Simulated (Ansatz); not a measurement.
Fe:
```
Fe
1.0
   -1.40225     1.40225     1.40225
    1.40225    -1.40225     1.40225
    1.40225     1.40225    -1.40225
Fe
1
Cartesian
  0.00000   0.00000   0.00000
```
Starting moments (μB, in the order of the atoms Fe): 2.2.

Relaxed with PBE+D3(BJ). Special points in fractions of this cell's reciprocal vectors: Γ (0.000, 0.000, 0.000); H (0.500, -0.500, 0.500); N (0.000, 0.000, 0.500); P (0.250, 0.250, 0.250).

Q: List the band energies nearest the Fermi level at these points for DFT-PBE+D3(BJ) in the program Ansatz with PAW potentials.

A: In eV from the Fermi level; about four levels below and three above (degenerate sets whole), none deeper than 8.9 eV; … stands for higher levels left out; points with the same levels are listed once.

```csv
k,below,above
Γ ↑,-2.35 -2.35 -2.35 -1.09 -1.09,…
H ↑,-5.07 -5.07,0.20 0.20 0.20
N ↑,-5.13 -3.50 -1.01 -0.89,0.42 0.49 …
P ↑,-3.35 -3.35 -3.35 -0.85 -0.85,…
Γ ↓,-8.56 -0.55 -0.55 -0.55,…
H ↓,-3.29 -3.29,2.29 2.29 2.29
N ↓,-3.91 -1.89,0.53 1.47 1.90
P ↓,-2.04 -2.04 -2.04,1.95 1.95 …
```

Space group Im-3m (bcc (W type)). Symmetry was held in the PBE+D3(BJ) relaxation. The final state is ferromagnetic, chosen from 3 collinear starts compared on coarse meshes (ties went to the first, and starts can fall back to one state), not a proven ground state. Textbook magnetic order: ferromagnetic. The pairwise dispersion correction was not fitted to metals.

Potentials: the earlier of the program's two PAW sets.
